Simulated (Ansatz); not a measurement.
ZnCdSe2:
```
ZnCdSe2
1.0
    4.12113     0.00000     0.00000
    0.00000     4.12113     0.00000
    0.00000     0.00000     5.91038
Zn Cd Se
1 1 2
Direct
  0.50000   0.50000   0.50000
  0.00000   0.00000   0.00000
  0.00000   0.50000   0.72673
  0.50000   0.00000   0.27327
```

This is the PBEsol-relaxed structure.

Q: All from PBEsol in the plane-wave PAW code Ansatz, unless another level is named. Estimate the highest zone-centre frequency (without LO–TO term).

A: 202 cm^-1.

Q: Give the bulk modulus (Birch–Murnaghan fit).

A: 57.9 GPa.

Space group P-4m2. The workflow started from a Materials Project entry (that database holds measured and hypothetical structures alike); the Crystallography Open Database copy checked does not list it. Whether it is the stable phase at ambient conditions was not checked. The cell was relaxed with PBEsol under the symmetry of its start; of distortions, only those at the zone centre were tested.

Potentials: the later of the program's two PAW sets.
